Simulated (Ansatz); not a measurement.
Consider the following.

Starting cell, ZnS (wurtzite):

```
CELL_PARAMETERS angstrom
      3.80610     0.00000     0.00000
     -1.90305     3.29618     0.00000
      0.00000     0.00000     6.24474
ATOMIC_POSITIONS crystal
  Zn 0.66667 0.33333 0.99975
  Zn 0.33333 0.66667 0.49975
  S  0.66667 0.33333 0.62545
  S  0.33333 0.66667 0.12545
```

Scan: atom 3 (S, nearest neighbour Zn at 2.333 Å; its periodic images, 3.8 Å or more away, move with it) is displaced towards the nearest neighbour, direction (-0.816, 0.471, -0.336) in Cartesian axes, by s. The other atoms stay.

These are r2SCAN (plane waves to 500 eV, PAW, scalar-relativistic; Ansatz, a quantum-chemistry and plane-wave program) values and carry that method's errors. k mesh 8×8×5 (Γ-centred), Fermi-Dirac smearing 0.05 eV. The energy includes the smearing's −TS. ZnS was relaxed with its symmetry unable to fall. ΔE is measured from the undisplaced structure.

The scan covers s from -0.470 to 0.470 Å in 11 points.

### Question
Is this a single well or a double well?

### Answer
A single well with its minimum at or next to zero displacement.

### Question
Is the energy the same for displacements of ±0.470 Å, and if not, which side lies higher?

### Answer
Not even: the positive side lies higher at ±0.470 Å. With its periodic images moving along, the atom's site symmetry in this cell is 3m..

### Question
What is the energy change at s = 0.470 Å?

### Answer
1536 meV/cell.

### Question
What force acts on the atom along the line at s = -0.470 Å?

### Answer
1.10 eV/Å.

### Question
What is the force constant k = d²E/ds² of this move at s = 0?

### Answer
6.94 eV/Å².

(For displaced atoms, the force is minus the slope of the energy, and its curvature is a force constant, which sets phonon frequencies.)
